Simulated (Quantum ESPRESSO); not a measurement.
```cif
data_O8Pd2S2
_chemical_formula_sum 'O8 S2 Pd2'
_space_group_name_H-M_alt 'P 1'
_space_group_IT_number 1
_cell_length_a 4.91319
_cell_length_b 4.91319
_cell_length_c 7.77764
_cell_angle_alpha 98.135
_cell_angle_beta 98.135
_cell_angle_gamma 80.671
loop_
_space_group_symop_operation_xyz
  'x, y, z'
loop_
_atom_site_label
_atom_site_type_symbol
_atom_site_fract_x
_atom_site_fract_y
_atom_site_fract_z
_atom_site_occupancy
O1 O 0.88402 0.77580 0.20954 1
O2 O 0.11598 0.22420 0.79046 1
O3 O 0.22420 0.11598 0.29046 1
O4 O 0.77580 0.88402 0.70954 1
O5 O 0.22316 0.80760 0.59489 1
O6 O 0.77684 0.19240 0.40511 1
O7 O 0.19240 0.77684 0.90511 1
O8 O 0.80760 0.22316 0.09489 1
S1 S 0.92576 0.07424 0.25000 1
S2 S 0.07424 0.92576 0.75000 1
Pd1 Pd 0.50000 0.00000 0.50000 1
Pd2 Pd 0.00000 0.50000 0.00000 1
```

The geometry is that of Materials Project entry mp-2677258, symmetrised and not relaxed again.

What does norm-conserving PBEsol (Quantum ESPRESSO, 84 Ry, no spin-orbit coupling) give for the electronic structure near the Fermi level?

The PBEsol gap is direct, 0.94 eV at Y. Another valence and conduction extremum on the path lies within 0.02 eV, too close to call. Spin-orbit splittings are left out.

The structure is a Materials Project entry; no match was found in the copy of COD used, and its stability was not checked.
